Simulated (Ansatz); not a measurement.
Ansatz (a quantum-chemistry and plane-wave program) input:

Ansatz 0.2 input:
```yaml
crystal:
  lattice:
    - [3.1273315095, 0.0, 0.0]
    - [-1.5636657548, 2.7083485333, 0.0]
    - [0.0, 0.0, 3.4467867141]
  atoms:
    - { symbol: Hf, position: [0.0, 0.0, 0.0] }
    - { symbol: B, position: [0.3333333333, 0.6666666667, 0.5] }
    - { symbol: B, position: [0.6666666667, 0.3333333333, 0.5] }
kpoints:
  mp_grid: { grid: [31, 31, 25] }
hamiltonian:
  xc: pbesol
  pseudopotentials: { kind: paw }
scf:
  occupations: { method: fermi_dirac, width: 0.1 }
elastic: { mode: relaxed_ion, stencil: two_point, amplitude: 0.005, f_tol: 0.0005 }
```

Output (shortened):

```
Pseudopotential: Hf, paw, valence charge 26
Pseudopotential: B, paw, valence charge 3
Functional definition: PBEsol
Crystal: 3 atoms, lattice volume = 29.194 Å³
Basis set: ecut = 420 eV, 563 PW (Γ), exchange–correlation on 48×48×48 points (8 copies of the dense FFT grid, shifted against one another)
Bands: 20, of which v1, the nominal top of the filled ones, is band 16 counted from 1 (15 counted from 0)
Symmetry: 24 space group operations
Space group: P6/mmm (ITA 191), of the structure as read, at distance tolerance 3.1e-5 Å
k-points: 1248 of 24025
SCF 1 converged in 9 iterations: F = -15906.609149 eV  dr2 = 3.12e-15
Crystal: 3 atoms, lattice volume = 29.048 Å³
Symmetry: 8 space group operations
k-points: 3328 of 24025
SCF 2 converged in 10 iterations: F = -15906.607656 eV  dr2 = 1.28e-14
relax step   1: F+E_penalty+E_count = -15906.60765573 eV  Δ(F+E_penalty+E_count) = +0.000e0 eV  max|allowed force component| = 3.203e-3 eV/Å  Δτ_max = 0.0000 Å  (10 SCF iters, accepted)
Crystal: 3 atoms, lattice volume = 29.048 Å³
SCF 3 converged in 6 iterations: F = -15906.607656 eV  dr2 = 1.25e-14
relax step   2: F+E_penalty+E_count = -15906.60765599 eV  Δ(F+E_penalty+E_count) = -2.573e-7 eV  max|allowed force component| = 1.822e-3 eV/Å  Δτ_max = 0.0001 Å  (6 SCF iters, accepted)
Crystal: 3 atoms, lattice volume = 29.048 Å³
SCF 4 converged in 6 iterations: F = -15906.607656 eV  dr2 = 2.03e-14
relax step   3: F+E_penalty+E_count = -15906.60765611 eV  Δ(F+E_penalty+E_count) = -1.230e-7 eV  max|allowed force component| = 6.323e-7 eV/Å  Δτ_max = 0.0001 Å  (6 SCF iters, accepted)
Crystal: 3 atoms, lattice volume = 29.048 Å³
SCF 5 converged in 6 iterations: F = -15906.607656 eV  dr2 = 6.30e-14
Crystal: 3 atoms, lattice volume = 29.340 Å³
SCF 6 converged in 10 iterations: F = -15906.607811 eV  dr2 = 1.25e-14
relax step   1: F+E_penalty+E_count = -15906.60781102 eV  Δ(F+E_penalty+E_count) = +0.000e0 eV  max|allowed force component| = 4.169e-3 eV/Å  Δτ_max = 0.0000 Å  (10 SCF iters, accepted)
Crystal: 3 atoms, lattice volume = 29.340 Å³
SCF 7 converged in 6 iterations: F = -15906.607812 eV  dr2 = 8.69e-14
relax step   2: F+E_penalty+E_count = -15906.60781168 eV  Δ(F+E_penalty+E_count) = -6.561e-7 eV  max|allowed force component| = 7.400e-5 eV/Å  Δτ_max = 0.0002 Å  (6 SCF iters, accepted)
Crystal: 3 atoms, lattice volume = 29.340 Å³
SCF 8 converged in 5 iterations: F = -15906.607812 eV  dr2 = 2.34e-14
Crystal: 3 atoms, lattice volume = 29.048 Å³
SCF 9 converged in 8 iterations: F = -15906.608119 eV  dr2 = 8.16e-15
Crystal: 3 atoms, lattice volume = 29.340 Å³
SCF 10 converged in 7 iterations: F = -15906.608050 eV  dr2 = 6.86e-16
Crystal: 3 atoms, lattice volume = 29.194 Å³
Symmetry: 4 space group operations
k-points: 6208 of 24025
SCF 11 converged in 10 iterations: F = -15906.608521 eV  dr2 = 4.87e-15
relax step   1: F+E_penalty+E_count = -15906.60852139 eV  Δ(F+E_penalty+E_count) = +0.000e0 eV  max|allowed force component| = 1.764e-4 eV/Å  Δτ_max = 0.0000 Å  (10 SCF iters, accepted)
Crystal: 3 atoms, lattice volume = 29.194 Å³
SCF 12 converged in 6 iterations: F = -15906.608521 eV  dr2 = 4.73e-14
Crystal: 3 atoms, lattice volume = 29.194 Å³
SCF 13 converged in 10 iterations: F = -15906.608521 eV  dr2 = 5.37e-15
relax step   1: F+E_penalty+E_count = -15906.60852139 eV  Δ(F+E_penalty+E_count) = +0.000e0 eV  max|allowed force component| = 1.764e-4 eV/Å  Δτ_max = 0.0000 Å  (10 SCF iters, accepted)
Crystal: 3 atoms, lattice volume = 29.194 Å³
SCF 14 converged in 6 iterations: F = -15906.608521 eV  dr2 = 4.66e-14
SCF converged after 9 iterations
Free energy (F): -15906.609149 eV
Harris-Foulkes:  -15906.609149 eV  (|F-HF|=5.46e-12)
Internal energy: -15906.600530 eV  (E = F + TS)
E sigma→0 (E₀):  -15906.604839 eV
Entropy (-TS):   -0.008619 eV (-2.873 meV/atom)
Fermi energy:    20.788745 eV
--- Per-component energies (eV) ---
  E_band       = 138.553697
  E_kinetic    = 527.584783
  E_local      = -5234.835351  (includes V_loc(G=0)·N_el)
  E_nonlocal   = -1215.974463
  E_hartree    = 2497.984256
  E_xc         = -365.025697
  E_vxc        = -346.717084  (∫ρ·V_xc dr)
  E_paw        = -6959.040615  (= ΣΔE_a)
  E_vpaw       = 1412.527310  (= ΣTr[D̂ρ^β])
  E_aug_tail   = -0.000007  (compensation charges beyond the density's cutoff)
  E_ewald      = -5158.573949
  E_core_change = 1.280513  (= ΣΔE_core)
  E_smearing   = -0.008619  (= −TS)
  E_closure    =  0.000000  (closes the sum)
  Σ components = -15906.609149   (vs F -15906.609149, Δ=0.00e0)
--- Forces (eV/Å), atoms counted from 1 ---
  atom   1  Hf     0.00000000     0.00000000     0.00000000
  atom   2  B      0.00000000     0.00000000     0.00000000
  atom   3  B      0.00000000     0.00000000     0.00000000
  max |Σ_I F_I| component: 5.55e-17 eV/Å
--- Stress (GPa, compression-positive) ---
        0.069251       0.000000       0.000000
        0.000000       0.069251       0.000000
        0.000000       0.000000      -0.048389
  P = ⅓ Tr σ = 0.0300 GPa (0.300 kbar)
--- Band table (eV; the first three rows and the last of 1248) ---
  k-point 0: bands = ["-40.9125", "-9.8032", "-9.2986", "-9.2986", "6.9391", "9.1061", "9.1259", "9.1393", "9.1393", "9.1431", "9.1431", "9.2417", "17.6847", "17.7732", "17.7732", "18.1034", "24.8006", "24.8006", "25.5273", "25.5273"]
  k-point 1: bands = ["-40.9124", "-9.8082", "-9.2982", "-9.2982", "6.9658", "9.1057", "9.1259", "9.1396", "9.1396", "9.1427", "9.1427", "9.2417", "17.3474", "17.7903", "17.7903", "18.4311", "24.5006", "24.5006", "25.4682", "25.4682"]
  k-point 2: bands = ["-40.9120", "-9.8229", "-9.2972", "-9.2972", "7.0451", "9.1049", "9.1258", "9.1407", "9.1407", "9.1416", "9.1416", "9.2417", "16.8532", "17.8413", "17.8413", "18.8982", "23.9898", "23.9898", "25.2967", "25.2967"]
  k-point 1247: bands = ["-40.8461", "-9.8994", "-9.8416", "-9.7908", "9.1123", "9.1173", "9.1342", "9.1358", "9.1382", "9.1568", "9.2146", "11.4533", "11.7690", "15.2533", "17.5519", "17.5808", "25.3566", "26.2307", "27.7094", "27.8701"]
--- Elastic constants: 3 strain directions × 2 members + reference (group order 24) ---
  dense FFT box of the reference and of every strained cell: 24×24×24
  strains applied: 11, 33, 23; error gains …
  C = ∂σ_k/∂η_j (tension-positive GPa; Voigt order 11 22 33 23 13 12):
       622.805     65.371    129.195      0.000      0.000      0.000
        65.371    622.805    129.195      0.000      0.000      0.000
       129.070    129.070    468.140      0.000      0.000      0.000
         0.000      0.000      0.000    276.200      0.000      0.000
         0.000      0.000      0.000      0.000    276.200      0.000
         0.000      0.000      0.000      0.000      0.000    278.717
  reference stress σ⁰ (GPa):     -0.069     -0.069      0.048      0.000      0.000      0.000
  moduli (Voigt/Reuss/Hill, GPa): K = 262.34/260.68/261.51   G = 258.90/251.68/255.29   E = 577.83   ν = 0.132
  mechanically stable: yes (min eigenvalue of sym C = 276.20 GPa)
  strain η (Voigt 11):  stress-route row diagonal C_11 = 622.80 GPa, energy-path curvature d²(F+E_count+ΔE)/dδ²/Ω₀ = 622.76 GPa
         δ    σ_11 (GPa)             F (eV)   n_scf  n_hpsi   n_pw
    -5.000e-3      -3.2330      -15906.6076561       6  954608    582   relax 3 steps, max|allowed force component| 6.32e-7 eV/Å
     5.000e-3       2.9950      -15906.6078117       5  954718    588   relax 2 steps, max|allowed force component| 7.40e-5 eV/Å
  strain η (Voigt 33):  stress-route row diagonal C_33 = 468.14 GPa, energy-path curvature d²(F+E_count+ΔE)/dδ²/Ω₀ = 468.09 GPa
         δ    σ_33 (GPa)             F (eV)   n_scf  n_hpsi   n_pw
    -5.000e-3      -2.3230      -15906.6081194       8  505939    579   relax 0 steps, max|allowed force component| 2.10e-16 eV/Å
     5.000e-3       2.3584      -15906.6080501       7  459277    588   relax 0 steps, max|allowed force component| 1.85e-16 eV/Å
  strain η (Voigt 23):  stress-route row diagonal C_44 = 276.20 GPa, energy-path curvature d²(F+E_count+ΔE)/dδ²/Ω₀ = 276.18 GPa
         δ    σ_23 (GPa)             F (eV)   n_scf  n_hpsi   n_pw
    -5.000e-3      -1.3810      -15906.6085214       6  1796066    583   relax 1 steps, max|allowed force component| 1.76e-4 eV/Å
     5.000e-3       1.3810      -15906.6085214       6  1795733    583   relax 1 steps, max|allowed force component| 1.76e-4 eV/Å
```

Cost: around 27 core-minutes (rough) on shared cores.

The cell was relaxed with PBEsol under the symmetry of its start; of distortions, only those at the zone centre were tested. No spin polarisation was allowed. As this level gives no gap, shear constants depend on the k-mesh and smearing (Fermi–Dirac, 0.1 eV here). Spin–orbit coupling is left out wherever it is not named.

Potentials: the later of the program's two PAW sets.

Ansatz is a plane-wave DFT program.
